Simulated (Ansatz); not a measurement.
Relaxed-ion elastic tensor of HfSeS in space group P3m1 (No. 156; Hf on 1a, Se on 1b, S on 1c) in GPa (Voigt order), LDA (plane waves, PAW; program Ansatz); density 7.28 g/cm³, 22.02 Å³ per atom.

```tsv
	1	2	3	4	5	6
1	138	26.7	8.1	-2.9	0.0	0.0
2	26.7	138	8.1	2.9	0.0	0.0
3	8.1	8.1	45.2	0.0	0.0	0.0
4	-2.9	2.9	0.0	13.1	0.0	0.0
5	0.0	0.0	0.0	0.0	13.1	-2.9
6	0.0	0.0	0.0	0.0	-2.9	55.6
```

Task: Is the crystal mechanically stable?

Result: Yes: the smallest eigenvalue of C is 12.9 GPa.

Task: Work out the Voigt, Reuss and Hill averages.

Result: K_V = 45.2, K_R = 32.8, K_H = 39.0; G_V = 34.9, G_R = 22.0, G_H = 28.4 GPa.

Task: Give Young's modulus, Poisson's ratio, Pugh's ratio and the universal anisotropy index.

Result: E = 9KG/(3K + G) = 68.6 GPa; ν = 0.21; K/G = 1.37 (brittle by the Pugh limit of 1.75); A_U = 5G_V/G_R + K_V/K_R − 6 = 3.32.

Task: Estimate the sound speeds and the Debye temperature.

Result: v_l = √((K + 4G/3)/ρ) = 3250 m/s, v_t = √(G/ρ) = 1980 m/s, mean 2180 m/s; Θ = (h/k)(3n/4πV)^(1/3) v_m = 232 K.

Task: Solve the Christoffel equation for the three sound speeds along x, y, z.

Result: Eigenvalues of C_ijkl n_j n_l equal ρv². In km/s, slowest first: x 1.33, 2.77, 4.35; y 1.34, 2.76, 4.35; z 1.34, 1.34, 2.49.

Task: How much does each axis shrink under pressure?

Result: Linear compressibilities β_i = Σ_j S_ij (j = 1 to 3): x 5.1, y 5.1, z 20 per TPa.

The workflow started from a Materials Project entry (that database holds measured and hypothetical structures alike); the Crystallography Open Database copy checked does not list it. With Se and S taken as one species the cell has the higher symmetry P-3m1, so it may be an ordered model of a mixed-site phase. Whether it is the stable phase at ambient conditions was not checked. The cell was relaxed with LDA under the symmetry of its start; whether a distortion lowers the energy is not shown. The run is not spin-polarised. A crystal of weakly bound layers computed without a dispersion correction: the cell and the soft elastic constants depend strongly on that. Spin–orbit coupling is left out wherever it is not named.

Potentials: the later of the program's two PAW sets.
